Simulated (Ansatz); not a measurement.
This run works on a proposed trial structure, not on a known crystal.

Input and command of a plane-wave DFT calculation in Ansatz:

```yaml
crystal:
  lattice:
    - [-3.8650604979, 3.8650604979, 3.8650604979]
    - [3.8650604979, -3.8650604979, 3.8650604979]
    - [3.8650604979, 3.8650604979, -3.8650604979]
  atoms:
    - { symbol: Ti, position: [0.5, 0.0, 0.8545171327] }
    - { symbol: Ti, position: [0.0, 0.8545171327, 0.5] }
    - { symbol: Ti, position: [0.8545171327, 0.5, 0.0] }
    - { symbol: Ti, position: [0.3545171327, 0.5, 0.0] }
    - { symbol: Ti, position: [0.1454828673, 0.1454828673, 0.1454828673] }
    - { symbol: Ti, position: [0.0, 0.3545171327, 0.5] }
    - { symbol: Ti, position: [0.5, 0.0, 0.3545171327] }
    - { symbol: Ti, position: [0.6454828673, 0.6454828673, 0.6454828673] }
    - { symbol: Ge, position: [0.625, 0.375, 0.25] }
    - { symbol: Ge, position: [0.375, 0.25, 0.625] }
    - { symbol: Ge, position: [0.125, 0.75, 0.875] }
    - { symbol: Ge, position: [0.75, 0.875, 0.125] }
    - { symbol: Ge, position: [0.875, 0.125, 0.75] }
    - { symbol: Ge, position: [0.25, 0.625, 0.375] }
basis:
  ecutwfc: 420
kpoints:
  mp_grid: { grid: [6, 6, 6] }
hamiltonian:
  xc: pbe
scf:
  occupations: { method: gaussian, width: 0.1 }
output:
  forces: true
  stress: true
  eigenvalues: true
relax:
  adjacent_minimum: "off"
  f_tol: 0.01
  max_steps: 80
  cell: { stress_tol: 0.05 }
```

```bash
ansatz run input.yaml --threads 1 --pin off --max-ram 2560MiB --backend cpu --events-out ev --progress --plain --runs-dir out
```

Processor: Intel(R) Xeon(R) Processor @ 2.70GHz, 1 thread, on a host shared with other jobs.

**Question.** Estimate time, memory and problem size.

**Answer.** About 2.7 min, peak memory 0.68 GiB. It solves 108 bands at 16 k points (after reduction by symmetry) with about 4537 plane waves (on the last cell), in 26 SCF iterations over 4 ionic steps.
